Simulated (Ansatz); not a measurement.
Method: Ansatz 0.2.0, DFT PBE, scalar-relativistic, plane waves, PAW. All cells share a 420 eV cutoff and Γ-centred k meshes spaced about 0.3 Å⁻¹ or finer (0.25 for metals, 2π included). Collinear spin where magnetic atoms keep a moment.

These are static total energies at zero pressure.

Two forms of Mg₃TiN₃ were relaxed alike.

A. (no moments)

```cif
data_structure
_symmetry_space_group_name_H-M 'P6_3/mmc'
_symmetry_Int_Tables_number 194
_cell_length_a 7.1887
_cell_length_b 7.1887
_cell_length_c 4.3125
_cell_angle_alpha 90.000
_cell_angle_beta 90.000
_cell_angle_gamma 120.000
_cell_volume 193.00
loop_
_atom_site_label
_atom_site_type_symbol
_atom_site_symmetry_multiplicity
_atom_site_Wyckoff_symbol
_atom_site_fract_x
_atom_site_fract_y
_atom_site_fract_z
_atom_site_occupancy
Mg1 Mg 6 h 0.16061 0.32122 0.75000 1
Ti1 Ti 2 c 0.66667 0.33333 0.75000 1
N1 N 6 h 0.36251 0.18125 0.75000 1
```

B. (no moments)

```cif
data_structure
_symmetry_space_group_name_H-M 'Pm-3m'
_symmetry_Int_Tables_number 221
_cell_length_a 4.3045
_cell_length_b 4.3045
_cell_length_c 4.3045
_cell_angle_alpha 90.000
_cell_angle_beta 90.000
_cell_angle_gamma 90.000
_cell_volume 79.75
loop_
_atom_site_label
_atom_site_type_symbol
_atom_site_symmetry_multiplicity
_atom_site_Wyckoff_symbol
_atom_site_fract_x
_atom_site_fract_y
_atom_site_fract_z
_atom_site_occupancy
Mg1 Mg 3 c 0.00000 0.50000 0.50000 1
Ti1 Ti 1 a 0.00000 0.00000 0.00000 1
N1 N 3 d 0.50000 0.00000 0.00000 1
```

Question: Which is lower in energy, and by how much?

Answer: They are level within the accuracy (2 meV/atom apart, with B the lower in these runs). A has space group P6_3/mmc (No. 194), 13.8 Å³/atom and no gap on its mesh; B has space group Pm-3m (No. 221), 11.4 Å³/atom and no gap. Counting N atoms around Mg and Ti (those within 1.25 times the shortest such distance or 1.15 times the sum of covalent radii), A has Mg 4, Ti 3 and B has Mg 4, Ti 6. In A, Mg is surrounded by 4 N at 2.14–2.17 Å, 4 Mg at 2.94 Å and 2 Ti at 3.05 Å; around Ti lie 3 N at 1.89 Å and 6 Mg at 3.05 Å; around N lie 1 Ti at 1.89 Å and 4 Mg at 2.14–2.17 Å. In B, Mg has 4 N at 2.15 Å, 4 Ti at 3.04 Å and 8 Mg at 3.04 Å; Ti is surrounded by 6 N at 2.15 Å and 12 Mg at 3.04 Å; N is surrounded by 2 Ti at 2.15 Å and 4 Mg at 2.15 Å. Both come from trial cells of a structure search.

The k mesh leaves some 4 meV/atom of noise in the energy of each metallic cell. Trial moments fell under 0.15 μB along the way in P6_3/mmc and Pm-3m; another start might hold them. With atoms moved at random, B (by 7 meV/atom) fell into a lower structure. A had no clear such test and can be a saddle point.
